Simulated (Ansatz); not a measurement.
**What settings do to one calculation: (110) superlattice of 4 and 2 atomic planes of diamond Si and ZnS, in-plane a of Si, 12 atoms**

Ansatz (PAW, plane waves), atoms fixed. The base input:

```yaml
crystal:
  lattice:
    - [2.716395, -2.716395, 0.000000]
    - [0.000000, 0.000000, 5.432790]
    - [-8.082228, -8.082228, 0.000000]
  atoms:
    - { symbol: Zn, position: [0.008051, 0.989293, 0.680710] }
    - { symbol: Zn, position: [0.496074, 0.490566, 0.839686] }
    - { symbol: Si, position: [0.996699, 0.998352, 0.000821] }
    - { symbol: Si, position: [0.009874, 0.255315, 0.508075] }
    - { symbol: Si, position: [0.001451, 0.005056, 0.341475] }
    - { symbol: Si, position: [0.997858, 0.251892, 0.170579] }
    - { symbol: Si, position: [0.513569, 0.482979, 0.502649] }
    - { symbol: Si, position: [0.488661, 0.751505, 0.330269] }
    - { symbol: Si, position: [0.508975, 0.485892, 0.166971] }
    - { symbol: Si, position: [0.498197, 0.739405, 0.992453] }
    - { symbol: S, position: [0.980832, 0.238247, 0.842654] }
    - { symbol: S, position: [0.469870, 0.756141, 0.673165] }
kpoints:
  mp_grid: { grid: [4, 3, 1] }
hamiltonian:
  xc: pbesol
scf:
  occupations: { method: fermi_dirac, width: 0.01 }
output:
  forces: true
  eigenvalues: true
  stress: true
  populations: true
```

Command:

```sh
ansatz run in.yaml --threads 7 --pin off --max-ram 13300MiB --runs-dir r --events-out ev --progress --plain
```

It converged in 9 iterations and 1.7 s of wall time on 7 threads of a Neoverse-V2 processor, on a host shared with other runs; peak host memory 0.8 GiB; largest force component 1.87 eV/Å, pressure 0.86 GPa. The cutoff was the default, 420 eV. The base isn't a converged reference: it has few k points, and its atoms are unrelaxed. Each run below changes the keys shown and caps the iterations.

| run | changed | ending | iterations | free energy less the base (meV per atom) | rms change of forces (eV/Å) | change of pressure (GPa) | wall time (s, shared host) |
| --- | --- | --- | --- | --- | --- | --- | --- |
| 1 | xc_grid 2 (2 is the default), ecutwfc 650 eV, max_iter 50, k points the single k point (½, ½, ½) | converged | 10 | -1037.5 | 0.759 | -7.77 | 0.8 CPU |
| 2 | width 0.5 eV, ecutrho_ratio 3, max_iter 50, total_charge 2 | converged | 14 | other zero | 0.556 | 2.33 | 2.6 CPU |
| 3 | dr2_threshold 1e-05, max_iter 80 | converged | 6 | 0.0 | 0.000 | 0.00 | 1.2 CPU |
| 4 | n_extra_bands 1, ecutrho_ratio 8, max_iter 50 | converged | 9 | 0.0 | 0.000 | 0.00 | 1.4 CPU |
| 5 | mixing algorithm linear, max_iter 50 | refused | – | – | – | – | – |
| 6 | accuracy low (cutoff and grids as in the base), dr2_threshold 1e-09, max_iter 80 | converged | 10 | 0.0 | 0.000 | 0.00 | 1.5 CPU |
| 7 | ecutwfc 800 eV, ecutrho_ratio 6, dispersion d4, max_iter 50 | converged | 9 | other zero | 0.013 | -1.32 | 3.7 CPU |
| 8 | dr2_threshold 1e-09, max_iter 80 | converged | 10 | 0.0 | 0.000 | 0.00 | 1.7 CPU |
| 9 | xc pbe, n_extra_bands 60, max_iter 50 | converged | 7 | other zero | 0.075 | 2.47 | 2.4 CPU |
| 10 | ecutrho_ratio 8, max_iter 100 | converged | 9 | 0.0 | 0.000 | 0.00 | 1.7 CPU |

«Other zero»: another functional, charge or dispersion term moves the zero of energy, so the difference says nothing of accuracy.

Which changes leave the result alone, and which of the same physical model moves the forces most?

The forces move by under 0.002 eV/Å in runs 3, 4, 6, 8, 10. Run 1 (xc_grid 2 (2 is the default), ecutwfc 650 eV, max_iter 50, k points the single k point (½, ½, ½)) moves them most among the runs with the same functional, charge and dispersion term, by 0.759 eV/Å.

Why did some runs give no result?

- run 5: YAML parse error: error: line 26 column 24: unknown variant `linear`, expected one of auto, anderson, broyden, msr1
